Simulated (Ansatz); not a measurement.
**Question.** Each is relaxed and computed with plane-wave PAW PBE (Ansatz code). Which is the only metal?
(A) SiC, Pnma (Si on 4c, C on 4c)
(B) VSi, NiAs type
(C) SiSe2, Ibam (Se on 8j, Si on 4a)
(D) SiO2, P4_2/nmc (Si on 2a, O on 4d)

**Answer.** B, VSi, NiAs type. VSi: metal; SiSe2: gap 2.21 eV (indirect); SiC: gap 2.54 eV (indirect); SiO2: gap 5.04 eV (indirect). Constructed cells (a structure type filled with these elements, in neither database checked): VSi, NiAs type; SiO2, P4_2/nmc (Si on 2a, O on 4d). Typed or built starts, not in the databases checked: SiC, Pnma (Si on 4c, C on 4c). Not the usual ambient phase: SiC, Pnma (Si on 4c, C on 4c); SiO2, P4_2/nmc (Si on 2a, O on 4d). Relaxed far from the usual cell of the phase: SiSe2, Ibam (Se on 8j, Si on 4a). Began spin-polarised and lost the moments: VSi, NiAs type. Weakly bound layers, chains or molecules computed without a dispersion correction, so cells and soft constants are ill determined: SiSe2, Ibam (Se on 8j, Si on 4a). All cells were relaxed under the symmetry of their starts (and spin orders); stability against distortions was not tested throughout. Spin–orbit coupling is left out wherever it is not named.

Potentials: the later of the program's two PAW sets.
